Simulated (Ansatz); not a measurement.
BeTe (zinc blende)

```xyz
2
Lattice="0.0000 2.8285 2.8285 2.8285 0.0000 2.8285 2.8285 2.8285 0.0000" Properties=species:S:1:pos:R:3 pbc="T T T"
Te     4.2427     4.2427     4.2427
Be     0.0000     0.0000     0.0000
```

The slice is a {110} plane (indices of the conventional cell) through the point (0.750, 0.750, 0.750) (fractional), spanned by u = [100] and v = [1 -1 -1] in vectors of this cell: u (4.00 Å) and v (5.66 Å, at 90° to u). It covers one period; positions are fractions (u, v).

Method: r2SCAN (plane waves to 500 eV, PAW, scalar-relativistic; Ansatz, an electronic-structure program). k mesh 10×10×10. Near the nuclei the fields are pseudised (PAW); where an atom keeps semicore shells as valence, they peak there. BeTe was relaxed with its symmetry unable to fall. Spin-orbit coupling is left out, though Te is heavy.

The ELF has a maximum in the middle third of the Te–Be line. Where, and how high?

0.90, 1.5 Å from Te.

What is the valence density on the shortest Te–Be line in this plane (2.45 Å), at its midpoint?

0.51 e/Å³.

What is the ELF at the midpoint of the shortest Te–Be line in this plane (2.45 Å)?

0.8.

Sketch the valence electron density on this plane as a map.


```
|9999775544443333334444557799|
|8877665544443333334444556677|
|5555555544443333334444555555|
|4444444444443322334444444444|
|3333333333332211223333333333|
|2222223333333322333333332222|
|1111112222333333333322221111|
|0000111122333333333322111100|
|0000001122223333332222110000|
|0000001111222222222211110000|
|0000001111112222221111110000|
|0000000011111111111111000000|
|1111111111111111111111111111|
|2222221111110000001111112222|
|3333332211110000001111223333|
|4444443322111100111122334444|
|5555554433221111112233445555|
|8877665544332211223344556677|
|9999775544332222223344557799|
|9999885544333322333344558899|
```
Scale: ten equal steps from -1.86 (start of '0') to 1.25 (end of '9'), in the order '0123456789'. Values: log₁₀ of the valence density in e/Å³. The map has 14 points along u (two characters each, u = 0 at the left) and 20 along v (v = 0 in the bottom row). The scale is logarithmic, as a density can span decades between atoms and voids.
